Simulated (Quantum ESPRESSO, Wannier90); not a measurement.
# Wannier functions of Li2Se (anti-fluorite)

Materials Project entry mp-2286; symmetrised, unrelaxed at this level. COD (Crystallography Open Database) has an entry of this formula and space group (matched by these alone). Computed values, not measurements, from PBE: Quantum ESPRESSO (norm-conserving PseudoDojo potentials, cutoff 69 Ry, no spin polarisation, no spin-orbit coupling) on a Γ-centred 10×10×10 mesh, then Wannier90. Density: 10×10×10 mesh, cold smearing 0.01 Ry. Spin-orbit coupling, left out, would split the p-like bands by a few tenths of an eV.

On the energy scale of pw.x, whose zero is arbitrary, the valence-band maximum lies at 3.82 eV.

Input w.win:

```
num_bands = 21
num_wann = 12
exclude_bands = 1-7
num_iter = 1000
conv_tol = 1.0e-6
conv_window = 4
dis_num_iter = 1000
dis_conv_tol = 1.0e-6
dis_froz_max = 8.28
trial_step = 10.0
write_hr = true
write_u_matrices = true
begin projections
f=-0.24644,-0.25283,-0.26180: s;p
f=0.26085,0.25403,0.24688: s;p
f=0.00174,0.00470,0.00765: s;p
end projections
begin unit_cell_cart
ang
    0.0000000000    2.9760450000    2.9760450000
    2.9760450000    0.0000000000    2.9760450000
    2.9760450000    2.9760450000    0.0000000000
end unit_cell_cart
begin atoms_frac
Li  -0.2500000000 -0.2500000000 -0.2500000000
Li   0.2500000000  0.2500000000  0.2500000000
Se   0.0000000000  0.0000000000  0.0000000000
end atoms_frac
mp_grid = 10 10 10
begin kpoints
0.0000000000 0.0000000000 0.0000000000
0.0000000000 0.0000000000 0.1000000000
0.0000000000 0.0000000000 0.2000000000
... (997 more lines: the 10x10x10 mesh through Gamma)
end kpoints
```

Input of pw2wannier90.x that gives the overlap and projection files (equivalent; here they were cut from one run over all bands):

```
&inputpp
  outdir = './out'
  prefix = 'pwscf'
  seedname = 'w'
  write_amn = .true.
  write_mmn = .true.
/
```

Output w.wout (banner and timings cut):

```
                                    ------
                                    SYSTEM
                                    ------

                              Lattice Vectors (Ang)
                    a_1     0.000000   2.976045   2.976045
                    a_2     2.976045   0.000000   2.976045
                    a_3     2.976045   2.976045   0.000000

                   Unit Cell Volume:      52.71673  (Ang^3)

                        Reciprocal-Space Vectors (Ang^-1)
                    b_1    -1.055627   1.055627   1.055627
                    b_2     1.055627  -1.055627   1.055627
                    b_3     1.055627   1.055627  -1.055627

 *----------------------------------------------------------------------------*
 |   Site       Fractional Coordinate          Cartesian Coordinate (Ang)     |
 +----------------------------------------------------------------------------+
 | li   1  -0.25000  -0.25000  -0.25000   |   -1.48802  -1.48802  -1.48802    |
 | li   2   0.25000   0.25000   0.25000   |    1.48802   1.48802   1.48802    |
 | se   1   0.00000   0.00000   0.00000   |    0.00000   0.00000   0.00000    |
 *----------------------------------------------------------------------------*
                                ------------
                                K-POINT GRID
                                ------------

             Grid size = 10 x 10 x 10      Total points = 1000

 *---------------------------------- MAIN ------------------------------------*
 |  Number of Wannier Functions               :                12             |
 |  Number of Objective Wannier Functions     :                12             |
 |  Number of input Bloch states              :                21             |
 |  Output verbosity (1=low, 5=high)          :                 1             |
 |  Timing Level (1=low, 5=high)              :                 1             |
 |  Optimisation (0=memory, 3=speed)          :                 3             |
 |  Length Unit                               :               Ang             |
 |  Post-processing setup (write *.nnkp)      :                 F             |
 |  Using Gamma-only branch of algorithms     :                 F             |
 *----------------------------------------------------------------------------*
 *------------------------------- WANNIERISE ---------------------------------*
 |  Total number of iterations                :              1000             |
 |  Number of CG steps before reset           :                 5             |
 |  Trial step length for line search         :            10.000             |
 |  Convergence tolerence                     :         0.100E-05             |
 |  Convergence window                        :                 4             |
 |  Iterations between writing output         :                 1             |
 |  Iterations between backing up to disk     :               100             |
 |  Write r^2_nm to file                      :                 F             |
 |  Write xyz WF centres to file              :                 F             |
 |  Write on-site energies <0n|H|0n> to file  :                 F             |
 |  Use guiding centre to control phases      :                 F             |
 |  Use phases for initial projections        :                 F             |
 *----------------------------------------------------------------------------*
 *------------------------------- DISENTANGLE --------------------------------*
 |  Using band disentanglement                :                 T             |
 |  Total number of iterations                :              1000             |
 |  Mixing ratio                              :             0.500             |
 |  Convergence tolerence                     :         1.000E-06             |
 |  Convergence window                        :                 3             |
 *----------------------------------------------------------------------------*
 *-------------------------------- PLOTTING ----------------------------------*
 |  Plotting Hamiltonian in WF basis          :                 T             |
 *----------------------------------------------------------------------------*

       ... (k-mesh section left out)

 Starting a new Wannier90 calculation ...

 Reading overlaps from w.mmn

 Reading projections from w.amn

 *------------------------------- DISENTANGLE --------------------------------*
 +----------------------------------------------------------------------------+
 |                              Energy  Windows                               |
 |                              ---------------                               |
 |                   Outer:   -7.64146  to   29.79224  (eV)                   |
 |                   Inner:   -7.64146  to    8.28000  (eV)                   |
 +----------------------------------------------------------------------------+
   Number of target bands to extract:   12

                   Unitarised projection of Wannier functions
                   ------------------------------------------
   A_mn = <psi_m|g_n> --> S = A.A^+ --> U = S^-1/2.A
   In dis_project... done
   Using an inner window (linner = T)
   In dis_proj_froz... done

                   Extraction of optimally-connected subspace
                   ------------------------------------------
 +---------------------------------------------------------------------+<-- DIS
 |  Iter     Omega_I(i-1)      Omega_I(i)      Delta (frac.)           |<-- DIS
 +---------------------------------------------------------------------+<-- DIS
       1      27.69618184      22.60574123       2.252E-01    <-- DIS
       2      24.32341025      21.16090434       1.495E-01    <-- DIS
       3      22.51495173      20.16344288       1.166E-01    <-- DIS
       4      21.15310762      19.40254530       9.022E-02    <-- DIS
       5      20.12699958      18.80009468       7.058E-02    <-- DIS
       6      19.33964022      18.31060853       5.620E-02    <-- DIS
       ... (lines left out)
     101      14.72072355      14.72008176       4.360E-05    <-- DIS
       ... (lines left out)
     185      14.69528273      14.69526864       9.594E-07    <-- DIS
     186      14.69521140      14.69519832       8.896E-07    <-- DIS
     187      14.69514189      14.69512980       8.225E-07    <-- DIS

             <<<      Delta < 1.000E-06  over  3 iterations     >>>
             <<< Disentanglement convergence criteria satisfied >>>

        Final Omega_I    14.69512980 (Ang^2)

 +----------------------------------------------------------------------------+

 Writing checkpoint file w.chk... done

 *------------------------------- WANNIERISE ---------------------------------*
 +--------------------------------------------------------------------+<-- CONV
 | Iter  Delta Spread     RMS Gradient      Spread (Ang^2)            |<-- CONV
 +--------------------------------------------------------------------+<-- CONV

 ------------------------------------------------------------------------------
 Initial State
  WF centre and spread    1  ( -1.516043, -1.505201, -1.489856 )     2.53953403
  WF centre and spread    2  ( -1.495472, -1.492314, -1.487462 )     2.32453639
  WF centre and spread    3  ( -1.468313, -1.492196, -1.487136 )     2.32181423
  WF centre and spread    4  ( -1.496082, -1.475901, -1.486675 )     2.32309292
  WF centre and spread    5  (  1.487773,  1.499374,  1.511097 )     2.53980000
  WF centre and spread    6  (  1.490002,  1.493750,  1.466382 )     2.32413178
  WF centre and spread    7  (  1.481816,  1.493700,  1.497419 )     2.32412721
  WF centre and spread    8  (  1.489989,  1.473950,  1.497245 )     2.32415933
  WF centre and spread    9  (  0.036248,  0.026554,  0.016574 )     1.20178010
  WF centre and spread   10  (  0.001967,  0.002380, -0.015788 )     1.44761728
  WF centre and spread   11  ( -0.031626,  0.002431,  0.003077 )     1.44615989
  WF centre and spread   12  (  0.002061, -0.023739,  0.002997 )     1.44705317
  Sum of centres and spreads ( -0.017679,  0.002788,  0.027874 )    24.56380634

      0     0.246E+02     0.0000000000       24.5638063352  <-- CONV
        O_D=      0.0055775 O_OD=      9.8630991 O_TOT=     24.5638063 <-- SPRD
 ------------------------------------------------------------------------------
      1    -0.103E+00     0.1536472883       24.4609549957  <-- CONV
        O_D=      0.0061973 O_OD=      9.7596279 O_TOT=     24.4609550 <-- SPRD
      2    -0.176E+00     0.2144971603       24.2852971884  <-- CONV
        O_D=      0.0082955 O_OD=      9.5818719 O_TOT=     24.2852972 <-- SPRD
      3    -0.126E+00     0.2447429296       24.1589579999  <-- CONV
        O_D=      0.0070768 O_OD=      9.4567514 O_TOT=     24.1589580 <-- SPRD
      4    -0.626E-01     0.1696319062       24.0963136241  <-- CONV
        O_D=      0.0056901 O_OD=      9.3954937 O_TOT=     24.0963136 <-- SPRD
      5    -0.314E-01     0.1244684458       24.0649614442  <-- CONV
        O_D=      0.0043849 O_OD=      9.3654468 O_TOT=     24.0649614 <-- SPRD
       ... (lines left out)
    100    -0.975E-02     0.0565599041       19.7730736663  <-- CONV
        O_D=      0.0071762 O_OD=      5.0707676 O_TOT=     19.7730737 <-- SPRD
       ... (lines left out)
    200    -0.921E-02     0.0593893655       19.3619732280  <-- CONV
        O_D=      0.0071795 O_OD=      4.6596639 O_TOT=     19.3619732 <-- SPRD
       ... (lines left out)
    300    -0.209E-02     0.0270489451       18.4181737973  <-- CONV
        O_D=      0.0046431 O_OD=      3.7184009 O_TOT=     18.4181738 <-- SPRD
       ... (lines left out)
    400    -0.380E-04     0.0035811470       18.3562846085  <-- CONV
        O_D=      0.0044253 O_OD=      3.6567295 O_TOT=     18.3562846 <-- SPRD
       ... (lines left out)
    491    -0.717E-06     0.0005324960       18.3555068529  <-- CONV
        O_D=      0.0044145 O_OD=      3.6559625 O_TOT=     18.3555069 <-- SPRD
    492    -0.716E-06     0.0004934041       18.3555061372  <-- CONV
        O_D=      0.0044143 O_OD=      3.6559621 O_TOT=     18.3555061 <-- SPRD
    493    -0.691E-06     0.0007029304       18.3555054457  <-- CONV
        O_D=      0.0044144 O_OD=      3.6559612 O_TOT=     18.3555054 <-- SPRD
             <<<     Delta < 1.000E-06  over  4 iterations     >>>
             <<< Wannierisation convergence criteria satisfied >>>
 Final State
  WF centre and spread    1  ( -1.945830, -1.944126, -1.941649 )     1.73047933
  WF centre and spread    2  ( -1.939345, -1.038861, -1.036612 )     1.73053257
  WF centre and spread    3  ( -1.041277, -1.936664, -1.037625 )     1.73157251
  WF centre and spread    4  ( -1.043364, -1.041449, -1.932929 )     1.73351775
  WF centre and spread    5  (  1.941626,  1.943369,  1.945568 )     1.72572934
  WF centre and spread    6  (  1.038077,  1.937028,  1.040435 )     1.73438222
  WF centre and spread    7  (  1.035935,  1.040068,  1.939839 )     1.73372704
  WF centre and spread    8  (  1.933962,  1.038533,  1.043076 )     1.73555169
  WF centre and spread    9  (  0.321523,  0.283235,  0.240726 )     1.12295538
  WF centre and spread   10  (  0.050439,  0.069219, -0.481357 )     1.12424299
  WF centre and spread   11  ( -0.453356,  0.121334,  0.137880 )     1.12680543
  WF centre and spread   12  (  0.084563, -0.468466,  0.110553 )     1.12600921
  Sum of centres and spreads ( -0.017047,  0.003221,  0.027905 )    18.35550545

         Spreads (Ang^2)       Omega I      =    14.695129805
        ================       Omega D      =     0.004414440
                               Omega OD     =     3.655961201
    Final Spread (Ang^2)       Omega Total  =    18.355505446
```
